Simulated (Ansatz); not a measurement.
Starting cell, Ge (diamond):

```xyz
4
Lattice="0.0000 5.6744 5.6744 2.8372 0.0000 2.8372 2.8372 2.8372 0.0000" Properties=species:S:1:pos:R:3 pbc="T T T"
Ge     2.8372     2.8372     2.8372
Ge     2.8372     5.6744     5.6744
Ge     4.2558     4.2558     4.2558
Ge     4.2558     7.0930     7.0930
```

The atoms are displaced by Q × the pattern below (from a DFPT mode at L = (0.5, 0.0, 0.0), largest move 1; Q in Å), at fixed cell. It is one choice among 2 degenerate patterns. (q is in reciprocal vectors of the primitive cell; the cell shown is doubled to hold the pattern.)

```json
[
 {"atom": "Ge1", "x": "0.285", "y": "-0.520", "z": "0.805"},
 {"atom": "Ge2", "x": "-0.285", "y": "0.520", "z": "-0.805"},
 {"atom": "Ge3", "x": "-0.285", "y": "0.520", "z": "-0.805"},
 {"atom": "Ge4", "x": "0.285", "y": "-0.520", "z": "0.805"}
]
```

Method: r2SCAN (plane waves to 500 eV, PAW, scalar-relativistic; Ansatz, a quantum-chemistry and plane-wave program). k mesh 5×10×10 (Γ-centred), Fermi-Dirac smearing 0.05 eV. E stands for the smeared free energy. As the smearing reaches across the gap at some points, energies and forces of such displacements shift with the k mesh and the smearing. Ge was relaxed with its symmetry unable to fall. The zero of ΔE is the undisplaced structure. The last digit holds for this mesh only.

```csv
Q (Å),ΔE (meV/cell)
-0.180,1390.0
-0.150,962.9
-0.120,615.2
-0.090,345.4
-0.060,withheld
-0.030,38.2
0.000,0.0
0.030,38.2
0.060,withheld
0.090,345.4
0.120,615.2
0.150,962.9
0.180,1390.0
```

Problem. Fit an even polynomial form (powers 2, 4) to the given rows and predict ΔE at Q = -0.060.

Solution. Least squares on the 11 given rows: ΔE = (42570)·Q² + (10350)·Q⁴, in meV/cell with Q in Å; root-mean-square residual 0.11 meV/cell. At -0.060 the fit gives 153.4 meV/cell; the calculation gives 153.2 meV/cell, so the interpolation is off by 0.2 (+0.1 %). The quadratic term alone would give 153.3 meV/cell.

(A displaced cell: forces are minus the slopes of the energy, force constants its curvatures, and phonons follow from these.)
